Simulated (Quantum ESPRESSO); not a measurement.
# Planted mistakes on one cell of Mg5AlZnS7Cl

Calculated results; nothing here was measured. They come from pw.x of Quantum ESPRESSO 7.5, a plane-wave density functional program, with PseudoDojo standard norm-conserving files (v0.5 for PBE, v0.4.1 for LDA and PBEsol). The cells are made up: elements, strain and atom displacements were drawn at random, and nothing was relaxed. There is no spin polarisation, spin-orbit coupling or dispersion term.

The cell has 16 sites of a zincblende or diamond lattice (two cubes along c). Sites 1 to 8 hold Mg empty Al Zn Mg Mg Mg Mg; sites 9 to 16 hold S Cl S S S S S S. Cell vectors in Å: (5.639, 0.000, 0.000); (0.000, 5.639, 0.000); (0.000, 0.000, 11.278). Settings: PBE, cutoff 1143 eV, 4 x 4 x 2 k mesh shifted by half a step, Fermi-Dirac smearing of 0.025 eV.

The intended run has a self-consistency threshold of 1e-07 eV, a smearing term of 0.000 eV, a pressure of -1.59 GPa and 11 iterations. Each further run changes one thing: all lengths scaled by 0.9849; atoms of sites 3 and 4 exchanged; k mesh 2 x 2 x 2; one electron removed; threshold 0.3 eV. A coarse mesh keeps the shift, and a charged cell sits in a uniform background.

```
run,change of free energy (eV),smearing term -TS (eV),change of P (GPa),largest change of a force component (eV/Å),iterations
A,0.039,0.000,0.05,0.013,11
B,-3.303,-0.026,-3.81,0.825,14
C,0.059,0.000,-0.23,0.220,4
D,-0.042,0.000,2.42,0.154,11
E,0.163,0.000,0.06,1.576,12
```

A rerun of the intended cell at 1437 eV and k mesh 6 x 6 x 4 moved values by no more than 0.004 eV in the cell's energy, 0.02 GPa in stress and 0.005 eV/Å in force.

Question: which change belongs to which run?

## Worked reading

Run C has the fewest iterations, as a run stopped early does. Run D changes the volume by a factor of 0.9554; minus its pressure change over the logarithm of that factor, 53 GPa, is a rough bulk modulus with clamped atoms. Energies from files of another functional, or of a charged cell, have another zero and say nothing on stability; the pressure of a charged cell rests on the program's zero of potential too.

## Key

| run | change |
| --- | --- |
| A | k mesh 2 x 2 x 2 |
| B | one electron removed |
| C | threshold 0.3 eV |
| D | all lengths scaled by 0.9849 |
| E | atoms of sites 3 and 4 exchanged |